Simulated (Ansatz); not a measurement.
Relaxed-ion elastic tensor of Si3N4 in space group P6_3/m (No. 176; Pearson symbol hP42) in GPa (Voigt order), r²SCAN+D4 (plane waves, PAW; program Ansatz); density 2.91 g/cm³, 11.44 Å³ per atom.

```
 223  79.5  28.9   0.0   0.0   0.0
79.5   223  28.9   0.0   0.0   0.0
28.9  28.9   482   0.0   0.0   0.0
 0.0   0.0   0.0   103   0.0   0.0
 0.0   0.0   0.0   0.0   103   0.0
 0.0   0.0   0.0   0.0   0.0  72.0
```

Problem. Is the crystal mechanically stable?

Solution. Yes: the smallest eigenvalue of C is 72.0 GPa.

Problem. Work out the Voigt, Reuss and Hill averages.

Solution. K_V = 134, K_R = 125, K_H = 130; G_V = 108, G_R = 94.7, G_H = 101 GPa.

Problem. Give Young's modulus, Poisson's ratio, Pugh's ratio and the universal anisotropy index.

Solution. E = 9KG/(3K + G) = 241 GPa; ν = 0.19; K/G = 1.28 (brittle by the Pugh limit of 1.75); A_U = 5G_V/G_R + K_V/K_R − 6 = 0.79.

Problem. Estimate the sound speeds and the Debye temperature.

Solution. v_l = √((K + 4G/3)/ρ) = 9540 m/s, v_t = √(G/ρ) = 5910 m/s, mean 6510 m/s; Θ = (h/k)(3n/4πV)^(1/3) v_m = 861 K.

Problem. Solve the Christoffel equation for the three sound speeds along x, y, z.

Solution. Eigenvalues of C_ijkl n_j n_l equal ρv². In km/s, slowest first: x 4.97, 5.94, 8.76; y 4.97, 5.94, 8.76; z 5.94, 5.94, 12.88.

Problem. How much does each axis shrink under pressure?

Solution. Linear compressibilities β_i = Σ_j S_ij (j = 1 to 3): x 3.1, y 3.1, z 1.7 per TPa.

The workflow started from an entry of the Crystallography Open Database (COD). Its sites differ from those of the usual phase in this space group: another stacking or structure type. Symmetry was held in the r²SCAN+D4 relaxation; its stability against distortions is not shown here. The volume moved by -63 % from the start of the relaxation. The volume fell by over 15 % from the filed cell, which may lack light atoms or belong to other conditions.

Potentials: the earlier of the program's two PAW sets.
